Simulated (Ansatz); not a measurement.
# Data sheet: AlCr2C (DFT)

AlCr₂C:
```
CELL_PARAMETERS angstrom
      2.81245     0.00000     0.00000
     -1.40623     2.43566     0.00000
      0.00000     0.00000    12.59458
ATOMIC_POSITIONS crystal
  Al 0.66667 0.33333 0.25000
  Al 0.33333 0.66667 0.75000
  Cr 0.33333 0.66667 0.41570
  Cr 0.66667 0.33333 0.58430
  Cr 0.66667 0.33333 0.91570
  Cr 0.33333 0.66667 0.08430
  C  0.00000 0.00000 0.50000
  C  0.00000 0.00000 0.00000
```

Space group P6_3/mmc (No. 194); conventional cell a = b = 2.812 Å, c = 12.595 Å, α = β = 90.00°, γ = 120.00°.

Method: plane-wave PAW PBEsol (Ansatz code). Geometry: relaxed at this level of theory. Other levels are named where they apply.

Cell and energy:

| Quantity | Value |
|---|---|
| Volume per atom | 10.78 Å³ |
| Density | 5.50 g/cm³ |
| Formation energy from the elements (no fitted shifts) | -0.23 eV/atom |

Electronic structure:

| Item | Value |
|---|---|
| Electronic character | metallic (no gap) |
| Density of states at the Fermi level | 0.72 states/eV per atom (mean over ±0.08 eV) |

Mechanics:

| Item | Value |
|---|---|
| Bulk modulus (Birch–Murnaghan fit) | 201 GPa |
| Pressure derivative B′ | 4.3 |
| Elastic constants (relaxed ions, GPa) | C11 = 389, C12 = 88.1, C13 = 119, C33 = 385, C44 = 144 |
| Mechanical stability | stable (all eigenvalues of C positive) |
| Hill bulk and shear moduli | 201 and 143 GPa |
| Young's modulus | 348 GPa |
| Poisson's ratio | 0.21 |
| Debye temperature from the elastic constants | 760 K |

Phonons:

| Quantity | Result |
|---|---|
| Highest zone-centre frequency | 86.5 meV |
| Zone-centre stability | no imaginary mode at Γ |

Symmetry was held in the PBEsol relaxation. No spin polarisation was allowed. As this level gives no gap, shear constants depend on the k-mesh and smearing (Fermi–Dirac, 0.1 eV here). As this level gives no gap, phonon frequencies hold no LO–TO term and depend on the k-mesh and smearing (Fermi–Dirac, 0.1 eV here). On the denser mesh and wider smearing of the elastic run this cell carries a stress of 0.4 GPa. The references are the lowest solids computed at this level, not always the standard phases.

Potentials: the later of the program's two PAW sets.
